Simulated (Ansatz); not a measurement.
## Moving the choice of potentials or basis in MgB

It takes space group Pm-3m (No. 221, cubic). The conventional cell has a = 2.895 Å, b = 2.895 Å, c = 2.895 Å, α = 90.00°, β = 90.00°, γ = 90.00°. Around Mg (site symmetry m-3m) lie 8 B at 2.51 Å. Around B (site symmetry m-3m) lie 8 Mg at 2.51 Å.

The cell comes from a database or a generator and needn't be the stable form of this composition.

Kept alike: task equation of state; functional PBE; k mesh 9 × 9 × 9; occupations fermi-dirac, width 0.05 eV; no spin polarisation. Program: Ansatz. Cutoffs run from 420 to 1143 eV. The mesh is that of the run's cell of 2 atoms. No spin-orbit coupling.

| choice of potentials or basis | volume (Å³/atom) | bulk modulus (GPa) |
| --- | --- | --- |
| Ansatz NC | 12.163 | 82.6 |
| Ansatz PAW | 12.156 | 82.7 |
| Ansatz PAW (files of its older set among them) | 12.150 | 82.8 |
| JTH PAW | 12.165 | 82.5 |
| PseudoDojo standard | 12.180 | 82.7 |
| PseudoDojo stringent | 12.180 | 82.7 |
| SPMS NC | 12.179 | 83.3 |

Volume and modulus come from cells scaled at fixed shape and fractions.

What does the choice of potentials or basis change here?

The volume runs from 12.150 (Ansatz PAW (files of its older set among them)) to 12.180 Å³/atom (PseudoDojo standard; PseudoDojo stringent). The bulk modulus runs from 82.5 (JTH PAW) to 83.3 GPa (SPMS NC).
